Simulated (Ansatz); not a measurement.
Relaxed MgS (rock salt):

```xyz
4
Lattice="0.0000 5.2297 5.2297 2.6148 2.6148 5.2297 2.6148 2.6148 0.0000" Properties=species:S:1:pos:R:3 pbc="T T T"
S      0.0000     0.0000     0.0000
S      2.6148     5.2297     7.8445
Mg     2.6148     7.8445     7.8445
Mg     2.6148     5.2297     5.2297
```

A phonon eigenvector at X = (0.5, 0.5, 0.0) is frozen into this cell: atom i moves by Q times the vector below, so Q is the largest atomic displacement, in Å. The cell is held. (q is in reciprocal vectors of the primitive cell; the cell shown is doubled to hold the pattern.)

```
atom      x      y       z
----  -----  -----  ------
S1    0.000  0.000  -0.449
S2    0.000  0.000   0.449
Mg3   0.000  0.000  -1.000
Mg4   0.000  0.000   1.000
```

Method: PBE (plane waves to 420 eV, PAW, scalar-relativistic; Ansatz, a program for electronic structure). k mesh 11×11×11 (Γ-centred), Fermi-Dirac smearing 0.05 eV. MgS was relaxed with its symmetry unable to fall. 

```tsv
Q (Å)	−dE/dQ from forces (eV/Å)
-0.180	1.421
-0.150	1.166
-0.120	0.921
-0.090	0.684
-0.060	0.452
-0.030	0.225
0.000	0.000
0.030	-0.225
0.060	-0.452
0.090	-0.684
0.120	-0.921
0.150	-1.166
0.180	-1.421
```

### Question
What harmonic wavenumber does the curvature at Q = 0 give?

### Answer
182 cm⁻¹. E″ = 7.49 eV/Å², M = Σ mᵢ|uᵢ|² = 61.6 u, ν̃ = 521.5·√(|E″|/M).

(A displaced cell: forces are minus the slopes of the energy, force constants its curvatures, and phonons follow from these.)
